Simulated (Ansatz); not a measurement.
# CdI2-type SnSe2

The computed numbers are results of r²SCAN, scalar-relativistic (no spin polarisation) in the plane-wave PAW code Ansatz at 500 eV, Γ-centred 10×10×6 mesh, 0.05 eV Gaussian smearing; PAW files: Ansatz's generated set soft_2.

```
CELL_PARAMETERS angstrom
3.84057 0.00000 0.00000
-1.92028 3.32603 0.00000
0.00000 0.00000 6.50637
ATOMIC_POSITIONS crystal
Sn 0.00000 0.00000 0.00000
Se 0.33333 0.66667 0.24187
Se 0.66667 0.33333 0.75813
```

The start was a prototype's sites filled with these elements; the Crystallography Open Database holds the compound in this structure.

The pressure at this geometry is 0.0 GPa.

Question: Which orbitals make up the states within about 0.6 eV of each band edge?

Answer: Valence edge: Se 4p 98 %. Conduction edge: Se 4p 61 %, Sn 5s 36 %. Shares are among the projected shells; the gap is 1.03 eV.

Density of states (tetrahedra, averaged over 0.3 eV; states/eV per cell of 3 atoms; energy in eV from the Fermi level):

| E (eV) | DOS |
| --- | --- |
| -5.80 | 0.11 |
| -5.50 | 0.00 |
| -5.20 | 0.08 |
| -4.90 | 1.11 |
| -4.60 | 1.89 |
| -4.30 | 1.35 |
| -4.00 | 1.28 |
| -3.70 | 1.57 |
| -3.40 | 1.88 |
| -3.10 | 2.71 |
| -2.80 | 2.63 |
| -2.50 | 1.83 |
| -2.20 | 1.36 |
| -1.90 | 1.68 |
| -1.60 | 2.57 |
| -1.30 | 3.70 |
| -1.00 | 4.66 |
| -0.70 | 2.99 |
| -0.40 | 0.04 |
| -0.10 | 0.00 |
| 0.20 | 0.00 |
| 0.50 | 0.09 |
| 0.80 | 0.61 |
| 1.10 | 0.91 |
| 1.40 | 1.60 |
| 1.70 | 1.77 |
| 2.00 | 1.48 |
| 2.30 | 0.20 |
| 2.60 | 0.00 |
| 2.90 | 0.00 |
| 3.20 | 0.08 |
| 3.50 | 0.17 |
| 3.80 | 0.42 |
| 4.10 | 1.27 |
| 4.40 | 2.33 |
| 4.70 | 2.34 |
| 5.00 | 1.92 |

Kohn–Sham gaps of semilocal functionals lie under measured ones, often by a third or more. The structure is built of weakly bound layers, and this functional has no dispersion term, so their spacing and all that hangs on it (volume, the soft elastic constants, low modes, dielectric constants) are poorly given. The relaxed cell is 8 % larger in volume than the cell of this structure in the Crystallography Open Database (25.73 Å³/atom, 1992).
